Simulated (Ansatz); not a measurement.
**Zone-centre phonons of Mo3N4 at 2 GPa: input and output**

All numbers below come from DFT PBEsol, scalar-relativistic, plane waves, PAW (Ansatz).

Launched with:
```bash
ansatz run input.yaml --threads 2 --pin off --max-ram 6144MiB --backend cpu --events-out ev --progress --plain --runs-dir out
```

Input (bare energies are in eV):
```yaml
crystal:
  lattice:
    - [4.1577235296, 0.0, 0.0]
    - [0.0, 4.1577235296, 0.0]
    - [0.0, 0.0, 4.1577235296]
  atoms:
    - { symbol: Mo, position: [0.5, 0.5, 0.0] }
    - { symbol: Mo, position: [0.0, 0.5, 0.5] }
    - { symbol: Mo, position: [0.5, 0.0, 0.5] }
    - { symbol: "N", position: [0.5, 0.5, 0.5] }
    - { symbol: "N", position: [0.5, 0.0, 0.0] }
    - { symbol: "N", position: [0.0, 0.5, 0.0] }
    - { symbol: "N", position: [0.0, 0.0, 0.5] }
basis:
  ecutwfc: 420
kpoints:
  mp_grid: { grid: [8, 8, 8] }
hamiltonian:
  xc: pbesol
scf:
  occupations: { method: fermi_dirac, width: 0.15 }
output:
  eigenvalues: true
phonons:
  method: dfpt
  eigenvectors: true
```

The end of the output:
```
--- Phonons (Γ-DFPT): 5 representative perturbations + reference, on 125 of 512 k-points (Σ response iterations 17) ---
  k mesh reduced under 8 symmetry operations, with k and −k counted as one. Each operation leaves every solved displacement unchanged or reverses it
  ASR residual: 2.964e-3 → 0.000e0 eV/Å²; symmetrization residual: 1.919e-6 eV/Å²
  ASR residual per site (eV/Å²): 2.96e-3 2.96e-3 2.96e-3 3.12e-4 4.76e-4 4.76e-4 4.76e-4
  Γ frequencies (cm⁻¹): -300.07 -300.07 -300.07 -87.10 -87.10 -87.10 0.00 0.00 0.00 312.18 312.18 312.18 420.89 420.89 420.89 428.09 428.09 428.09 495.44 495.44 495.44
  non-analytic LO–TO correction: not included (Born effective charges unavailable; polar crystals: no LO–TO splitting at Γ)
```

It took 110 s on 2 threads of Arm Neoverse V2, with other jobs on the host, peak memory 1.3 GiB.

Its imaginary modes show that this cell, built by swapping an element in a database structure, isn't a minimum of the energy. In a metal, frequencies and elastic constants depend on the k mesh and the smearing, soft modes and shear constants most.

Negative frequencies stand for imaginary ones: the cell is unstable against these modes.